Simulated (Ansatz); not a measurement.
## N-14 nuclear quadrupole resonance in Si3N4

Cell: a structure deposited in the COD.

```cif
data_Si3N4
_symmetry_space_group_name_H-M 'I-43d'
_symmetry_Int_Tables_number 220
_cell_length_a 6.4747
_cell_length_b 6.4747
_cell_length_c 6.4747
_cell_angle_alpha 90.000
_cell_angle_beta 90.000
_cell_angle_gamma 90.000
loop_
_atom_site_label
_atom_site_type_symbol
_atom_site_symmetry_multiplicity
_atom_site_Wyckoff_symbol
_atom_site_fract_x
_atom_site_fract_y
_atom_site_fract_z
Si Si 12 b 0.3750 0.5000 0.7500
N N 16 c 0.2814 0.2814 0.2814
```

One atom of each set is listed; the run and its k-mesh use a cell of 14 atoms with edges of 5.61, 5.61, 5.61 Å.

Computed with Ansatz: DFT, PBE, plane waves and PAW, scalar-relativistic, 420 eV cutoff, Γ-centred 6×6×6 k-points, Fermi–Dirac smearing 0.02 eV.

N-14: I = 1, Q = 20.44 mb (year-2017 value). Static lattice, zero field.

Q: Predict the zero-field N-14 lines of each site.

A: For I = 1 the lines are ν± = (3/4)|C_Q|(1 ± η/3) and ν₀ = |C_Q|η/2.

```tsv
site	atoms	V_zz (10²¹ V/m²)	C_Q (MHz)	η	line frequencies (MHz)
N	8	-5.77	-2.85	0.00	2.14
```

An axis of threefold or higher order runs through N, so V_zz lies along it and η is zero.
